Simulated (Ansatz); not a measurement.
Cr (simple cubic, Pm-3m) at seven volumes, the program Ansatz at the r²SCAN level (PAW), scaled uniformly. One row is withheld.

```csv
V (Å³/atom),P (GPa)
11.344,23.24
11.718,14.24
12.092,6.56
12.466,0.00
12.840,?
13.214,-10.40
13.588,-14.51
```

**Question.** Fit the shown pressures and predict the withheld one.

**Answer.** P = (3/2)B₀(x^(7/2) − x^(5/2))[1 + (3/4)(B′ − 4)(x − 1)] with x = (V₀/V)^(2/3). Least squares on the six rows gives V₀ = 12.466 Å³/atom, B₀ = 202 GPa, B′ = 4.22. At V = 12.840, x = 0.9805 and P = -5.61 GPa. The run itself gave -5.61 GPa.

A made-up cell: these elements were put on the sites of a structure type; neither database checked (COD, Materials Project) lists it. It is not the phase usual at ambient conditions (space group No. 229). The cell was relaxed with r²SCAN under the symmetry of its start. At this level the phase is mechanically unstable. The workflow began spin-polarised and lost its moments. The cell computed holds one magnetic atom, so no antiferromagnetic order was within reach.

Potentials: the earlier of the program's two PAW sets.
